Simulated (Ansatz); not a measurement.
A relaxation of cell and atoms of Ba₃CaF₈ on the sites of the fluorite structure (relaxed group Cmmm) with Ansatz 0.2.0, at the level PBE. The starting cell was estimated from covalent radii.

```yaml
crystal:
  lattice:
    - [4.21158628, -5.95608244, 0.0]
    - [4.21158628, 5.95608244, 0.0]
    - [0.0, 0.0, 4.21158628]
  atoms:
    - { symbol: Ba, position: [0.0, 0.5, 0.0] }
    - { symbol: F, position: [0.375, 0.125, 0.5] }
    - { symbol: F, position: [0.125, 0.375, 0.5] }
    - { symbol: Ca, position: [0.5, 0.5, 0.5] }
    - { symbol: F, position: [0.875, 0.125, 0.0] }
    - { symbol: F, position: [0.625, 0.375, 0.0] }
    - { symbol: Ba, position: [0.0, 0.0, 0.5] }
    - { symbol: F, position: [0.375, 0.625, 0.0] }
    - { symbol: F, position: [0.125, 0.875, 0.0] }
    - { symbol: Ba, position: [0.5, 0.0, 0.0] }
    - { symbol: F, position: [0.875, 0.625, 0.5] }
    - { symbol: F, position: [0.625, 0.875, 0.5] }
kpoints:
  mp_grid: { grid: [4, 4, 6] }
hamiltonian:
  xc: pbe
scf:
  occupations: { method: fermi_dirac, width: 0.02 }
relax:
  f_tol: 0.005
  cell: {}
```

In the abridged output below, numbers in square brackets stand for lines, or ends of lines, that were taken out.
```
Pseudopotential: Ba, paw, valence charge 10, recommended cutoff 420 eV (normal)
Pseudopotential: F, paw, valence charge 7, recommended cutoff 420 eV (normal)
Pseudopotential: Ca, paw, valence charge 10, recommended cutoff 420 eV (normal)
Functional definition: PBE
Crystal: 12 atoms, lattice volume = 211.292 Å³
[1]
[2]
Symmetry: 8 space group operations
Space group: Cmmm (ITA 65)
k-points: 28 of 96
preconditioner: auto → Resta (q_TF=auto, 2.392 Å⁻¹)  ε∞=3.2  [insulator: Δε(μ)=6.760 eV  σ=0.020 eV  ℏωp=24.8 eV]
relax step 1: F+E_penalty+E_count = -26155.88950829 eV  max|allowed force component| = 1.101e0 eV/Å  Δτ_max = 0.0000 Å  P = +5.380 GPa  Ω = 211.292 Å³
--- Relaxed structure (7 steps of the walk, 7 accepted, 2 SCFs on fresh bases) ---
[3]
```

**Question.** Give the withheld lines. They hold the relaxed structure, the band count, cutoff and plane waves at Γ.

**Answer.**
```
[1]
Basis set: ecut = 420 eV, 4183 PW (Γ)
[2]
Bands: 60, of which v1, the nominal top of the filled ones, is band 48 counted from 1 (47 counted from 0)
[3]
  F+E_penalty+E_count = -26156.57179040 eV   max|allowed force component| = 5.321e-4 eV/Å
  cell:  # Å, volume = 224.2174 Å³
    - [4.268319, -6.088701, 0.000000]
    - [4.268319, 6.088701, 0.000000]
    - [0.000000, 0.000000, 4.313777]
  atoms:
    - { symbol: Ba, position: [0.000000, 0.500000, 0.000000] }
    - { symbol: F, position: [0.387298, 0.150086, 0.500000] }
    - { symbol: F, position: [0.150086, 0.387298, 0.500000] }
    - { symbol: Ca, position: [0.500000, 0.500000, 0.500000] }
    - { symbol: F, position: [0.875085, 0.124915, 0.000000] }
    - { symbol: F, position: [0.613639, 0.386361, 0.000000] }
    - { symbol: Ba, position: [0.000000, 0.000000, 0.500000] }
    - { symbol: F, position: [0.386361, 0.613639, 0.000000] }
    - { symbol: F, position: [0.124915, 0.875085, 0.000000] }
    - { symbol: Ba, position: [0.500000, 0.000000, 0.000000] }
    - { symbol: F, position: [0.849914, 0.612702, 0.500000] }
    - { symbol: F, position: [0.612702, 0.849914, 0.500000] }
```
The trailing digits, and the zero of the energies, depend on the potentials and thresholds.

In 7 steps the volume changed by +6.1 %; between the first SCF and the last, each on a basis chosen for its cell, the energy fell by 56.9 meV an atom. At the end: the symmetry is Cmmm (No. 65, orthorhombic); a = 8.537 Å, b = 12.177 Å, c = 4.314 Å in the conventional setting, 18.68 Å³ an atom. Ba is surrounded by 8 F at 2.62–2.70 Å; F is surrounded by 1 Ca at 2.45 Å and 3 Ba at 2.69–2.71 Å; Ca is surrounded by 8 F at 2.45–2.56 Å; F is surrounded by 4 Ba at 2.62–2.64 Å; F is surrounded by 2 Ca at 2.56 Å and 2 Ba at 2.70 Å; Ba is surrounded by 8 F at 2.64–2.71 Å.

It took 26 s on 1 × NVIDIA H100 80GB HBM3 with 2 threads of AMD EPYC 7R13 Processor (Zen 3), with other jobs on the host; peak host memory 1 GiB.

(Calculated; spin-unpolarised; the phase may be known or hypothetical.)
